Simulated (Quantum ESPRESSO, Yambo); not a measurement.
SrClF (space group P4/nmm, No. 129): one geometry, one set of LDA (Quantum ESPRESSO, PseudoDojo norm-conserving, 84 Ry, without SOC) orbitals, self-energies from Yambo (4×4×2 Γ-centred k mesh, 131 bands and a 6 Ry block in the screening, 131 bands in G with the Bruneval-Gonze terminator, plasmon pole fitted at 27.2 eV).

```tsv
level	gap Γ → Γ (eV)
LDA (Quantum ESPRESSO)	5.64
exchange only (Hartree-Fock self-energy on LDA orbitals)	15.09
static COHSEX@LDA	9.71
G0W0@LDA, plasmon pole	[?]
G0W0@LDA, multipole fit to 8 frequencies, no terminator	8.72
G0W0@LDA, plasmon pole, no terminator	[?]
```

Task: What belongs in the gaps?

Result: 
- G0W0@LDA, plasmon pole, gap Γ → Γ (eV): 8.80
- G0W0@LDA, plasmon pole, no terminator, gap Γ → Γ (eV): 8.79

Bare exchange has no screening and gives the widest gap; static COHSEX screens it but leaves out the frequency dependence, which G0W0 restores.

Nearest settings tried, and what they do to the gap: 88 bands in W, 88 bands in G: +69 meV; 5 Ry block (153 vectors against 191): -41 meV. Not varied: mesh. So the settings aren't converged at that level.

Geometry of the Materials Project entry, not relaxed at this level; primitive cell a = b = 4.1296 Å, c = 6.9766 Å, α = β = γ = 90.00°.
